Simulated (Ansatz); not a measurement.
NaTcO4:
```
NaTcO4
1.0
   -2.65210     2.65210     5.83110
    2.65210    -2.65210     5.83110
    2.65210     2.65210    -5.83110
Tc Na O
2 2 8
Direct
  0.75000   0.25000   0.50000
  0.00000   0.00000   0.00000
  0.25000   0.75000   0.50000
  0.50000   0.50000   0.00000
  0.53471   0.39978   0.60017
  0.14978   0.04961   0.36507
  0.79961   0.93454   0.39983
  0.68454   0.78471   0.63493
  0.21529   0.85022   0.89983
  0.60022   0.20039   0.13493
  0.95039   0.31546   0.10017
  0.06546   0.46529   0.86507
```

Relaxed with r²SCAN.

**Question.** Map the electron localisation function on the plane through (0.750, 0.250, 0.500) spanned by u = [0, 0, 1] and v = [1, -1, 0] in lattice vectors, from plane-wave PAW r²SCAN (Ansatz code).

**Answer.** x is the fraction of u, y of v (the angle between them is 90°; rows are the nearest grid lines); atoms in the plane: Tc at (0.00, 0.00), Tc at (0.50, 0.25), Na at (0.00, 0.50), Na at (0.50, 0.75).
```
|048962000002577776310014789986358730|
|877633453100013321000037899998536888|
|875446776410000000000036899998524788|
|236888899862000011210002678887521122|
|589865799972002677776200012222100025|
|689987899971005765567500000000000026|
|478999999740016752257620000000000014|
|013577764200003677776300000000000000|
|000023321000000256653000000000000000|
|431000000001110000000000000000000244|
|667620002578888641000000000000026766|
|346740015899999875100000000000047643|
|346730048999889997410000000000037643|
|667610058998668997410000111100016766|
|442000158999778863111135677762000244|
|000000014788875456774237899987400000|
|001110001466534678997437999998510000|
|467765200001137962268635899987300014|
|678887630000137986799623677752000136|
|568888630000124788998512455320000135|
|223456520013443333331000000000000122|
|876421100025788765310000012332125898|
|888741000015788876420000256663238998|
|048962000002577776310014789986358730|
```
Scale: ten equal steps from 0.005 (start of '0') to 0.857 (end of '9'), in the order '0123456789'; x runs from 0.000 to 1.00, y from 0.000 (bottom) to 1.00 (top).

The density is the valence pseudo-density with augmentation charge, so density and ELF within about 1 Å of a nucleus are not all-electron values.

Space group I4_1/a. The workflow started from an entry of the Crystallography Open Database (COD, 296 K). Its standing as an ambient phase is unchecked. The r²SCAN relaxation kept the symmetry of its start; whether a distortion lowers the energy is not shown. The run is not spin-polarised.

Potentials: the later of the program's two PAW sets (Tc and Pm come from another file).
